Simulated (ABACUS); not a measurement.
Set-up for a self-consistent single point of the (111) slab of TiAl (cut from a parent of space group no. 123; 6 atoms in the cell).

```
AlTi
1.0
    3.97500     0.00000     0.00000
    1.98750     4.52614     0.00000
    0.00000     0.00000    14.46410
Ti Al
3 3
Direct
  0.45887   0.33227   0.34568
  0.05528   0.13944   0.46913
  0.65169   0.94662   0.59259
  0.75265   0.74469   0.40741
  0.35348   0.54303   0.53087
  0.94990   0.35021   0.65432
```

All values come from this method and carry its errors: PBE, numerical atomic orbitals TZDP (confined pseudo-atomic orbitals with Gaussian additions; energy shift 0.01 Ry), PseudoDojo 0.5 standard norm-conserving PBE (tails mended) pseudopotentials in ABACUS.

ABACUS settings:

| key | value |
|---|---|
| basis | TZDP numerical atomic orbitals, energy shift 0.01 Ry |
| KPT | Gamma 4 4 1 0 0 0 |
| basis_type | lcao |
| ecutwfc | 100 Ry |
| smearing_method | mp |
| smearing_sigma | 0.00734986 Ry |
| potentials | PseudoDojo 0.5 standard norm-conserving PBE (tails mended) |
| symmetry | 1 |
| symmetry_prec | 1e-05 |
| ks_solver | genelpa |
| scf_nmax | 100 |
| scf_thr | 1.0e-07 |
| mixing_type | pulay |

Results:

- Number of valence electrons = 45
- Number of bands = 33
- Number of k-points after the program's reduction = 7
- Size of the basis = 183
- Number of SCF iterations = 29
- Free energy E − TS = -5031.8951 eV
- Fermi level (on the code's own zero) = 2.14 eV
- Pressure averaged over the cell with its vacuum = -2.04 GPa
- Largest force (vector length) = 0.527 eV/Å

Forces (eV/Å):
| atom | Fx | Fy | Fz |
|---|---|---|---|
| Ti1 | 0.000 | 0.208 | 0.483 |
| Ti2 | 0.000 | 0.207 | -0.128 |
| Ti3 | 0.000 | -0.149 | 0.434 |
| Al4 | 0.000 | -0.443 | -0.287 |
| Al5 | 0.000 | 0.103 | -0.133 |
| Al6 | 0.000 | 0.075 | -0.370 |

For comparison: a first run was changed to give this one (atom 4 moved by +0.04 angstrom along y), and from it to this one the free energy rises by 2.0 meV/atom and the largest force goes from 0.488 to 0.527 eV/Å.

The atom-centred basis is finite, which shifts total energies and forces against plane waves. No dipole correction was used; where the two faces of such a cut differ, images can couple through a dipole. No clean gap shows at this smearing width and mesh (spacing up to 0.43 Å⁻¹); the mesh is coarse for partly filled bands, so the values carry mesh errors.

Cost on one core: very roughly 4 core-minutes.

The atomic orbitals were generated for these runs; they are not ABACUS's published sets and were checked against plane waves on a few crystals only.

“Tails mended”: in these copies of the files the far tail of each local potential was reset to the Coulomb form.
